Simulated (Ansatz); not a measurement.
The start is a generated cell, Ta2Si built in the AFLOW prototype A2B_tI12_140_h_a (C16, as in Al2Cu). The cell and all atomic positions are relaxed at zero pressure with r2SCAN (plane waves to 500 eV, PAW, scalar-relativistic; Ansatz, a quantum-chemistry and plane-wave program). The first steps use a coarse 6×6×6 k-mesh.

Input geometry:
```
CELL_PARAMETERS angstrom
     -3.14500     3.14500     2.53058
      3.14500    -3.14500     2.53058
      3.14500     3.14500    -2.53058
ATOMIC_POSITIONS crystal
  Ta 0.15800 0.65800 0.81600
  Ta 0.34200 0.15800 0.50000
  Ta 0.65800 0.84200 0.50000
  Ta 0.84200 0.34200 0.18400
  Si 0.75000 0.75000 0.00000
  Si 0.25000 0.25000 0.00000
```

* **Initial pressure**: -9 GPa (negative: the cell is under tension)
* **Largest initial force**: about 0.9 eV/Å, on Ta1, Ta2, Ta3, Ta4 (atoms numbered as listed)
* **Outcome**: The space group stays I4/mcm (No. 140) (the run could not lower it); the end is AFLOW prototype A2B_tI12_140_h_a (C16, as in Al2Cu), with 6 atoms in the primitive cell
* **Band gap at the end**: zero (metallic)
* **Optimiser moves**: 8

Relaxed structure:

```cif
data_Si4Ta8
_chemical_formula_sum 'Ta8 Si4'
_space_group_name_H-M_alt 'I4/mcm'
_space_group_IT_number 140
_space_group_name_Hall '-I 4 2c'
_cell_length_a 6.16633
_cell_length_b 6.16633
_cell_length_c 5.05281
_cell_angle_alpha 90.000
_cell_angle_beta 90.000
_cell_angle_gamma 90.000
loop_
_atom_site_label
_atom_site_type_symbol
_atom_site_symmetry_multiplicity
_atom_site_Wyckoff_symbol
_atom_site_fract_x
_atom_site_fract_y
_atom_site_fract_z
_atom_site_occupancy
Ta1 Ta 8 h 0.16358 0.33642 0.00000 1
Si1 Si 4 a 0.00000 0.00000 0.25000 1
```
(The calculation used a cell of 6 atoms; values per cell refer to that cell.)

Final values are on a 12×12×12 k-mesh of the relaxed cell. No spin polarisation in the result.

The run could not lose the symmetry of its start; a randomly shaken copy of 12 atoms returns to this structure.

The first start was generated by placing the elements on the sites of a structure type. Materials Project lists a structure of Ta2Si in the same space group, I4/mcm (No. 140); the sites were not compared with it, nor with measured phases.
